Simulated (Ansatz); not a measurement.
Polymorphs of Zn, each relaxed with DFT-PBE in the program Ansatz with PAW potentials:

A: hcp (Mg type) (P6_3/mmc)
a = 2.6882 Å, b = 2.6882 Å, c = 4.7873 Å, α = 90.00°, β = 90.00°, γ = 120.00°

```json
[
 {"atom": "Zn", "site": "2c", "symmetry": "-6m2", "x": "0.3333", "y": "0.6667", "z": "0.2500"}
]
```

B: diamond (Fd-3m)
a = b = c = 5.831 Å, α = β = γ = 90.00°

| atom | site | symmetry | x | y | z |
|---|---|---|---|---|---|
| Zn | 8b | -43m | 0.5000 | 0.5000 | 0.5000 |

Task: Rank these by energy per atom at 0 K (lowest first), as PBE gives it.

Result: A (+0 meV/atom), B (+468 meV/atom)

Typed or built starts, not in the databases checked: B. Not the usual ambient phase: B. All cells were relaxed under the symmetry of their starts (and spin orders); stability against distortions was not tested throughout.

Energies hold the estimated change up to a 700 eV cutoff; steps of a few meV lie near the error of the meshes.

Potentials: the earlier of the program's two PAW sets.
